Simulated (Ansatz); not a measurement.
Given:

SnF$_{3}$:
```cif
data_F24Sn8
_chemical_formula_sum 'Sn8 F24'
_space_group_name_H-M_alt 'Fm-3m'
_space_group_IT_number 225
_space_group_name_Hall '-F 4 2 3'
_cell_length_a 8.73855
_cell_length_b 8.73855
_cell_length_c 8.73855
_cell_angle_alpha 90.000
_cell_angle_beta 90.000
_cell_angle_gamma 90.000
loop_
_atom_site_label
_atom_site_type_symbol
_atom_site_symmetry_multiplicity
_atom_site_Wyckoff_symbol
_atom_site_fract_x
_atom_site_fract_y
_atom_site_fract_z
_atom_site_occupancy
Sn1 Sn 4 b 0.50000 0.50000 0.50000 1
Sn2 Sn 4 a 0.00000 0.00000 0.00000 1
F1 F 24 e 0.00000 0.00000 0.27396 1
```
(The calculation used a cell of 8 atoms; values per cell refer to that cell.)

This is the HSE06-relaxed structure.

Q: All from HSE06 in the plane-wave PAW code Ansatz, unless another level is named. Predict the band gap.

A: 4.33 eV (indirect).

Q: Give the smallest direct gap on the standard path.

A: 4.91 eV.

Q: And the conduction-band minimum?

A: at L (4 equivalent valleys).

Q: Next, the valence-band maximum?

A: at X.

The workflow started from a Materials Project entry (that database holds measured and hypothetical structures alike); the Crystallography Open Database files this formula in space group No. 225, but the cells were not matched. Its standing as an ambient phase is unchecked. Symmetry was held in the HSE06 relaxation; whether a distortion lowers the energy is not shown. The hybrid was solved on a coarse mesh, the path and, where they were found, the r²SCAN edge points; its band edges are the extreme levels among these. Scalar-relativistic: spin–orbit coupling is off unless named, which matters more the heavier the elements.

Potentials: the later of the program's two PAW sets.
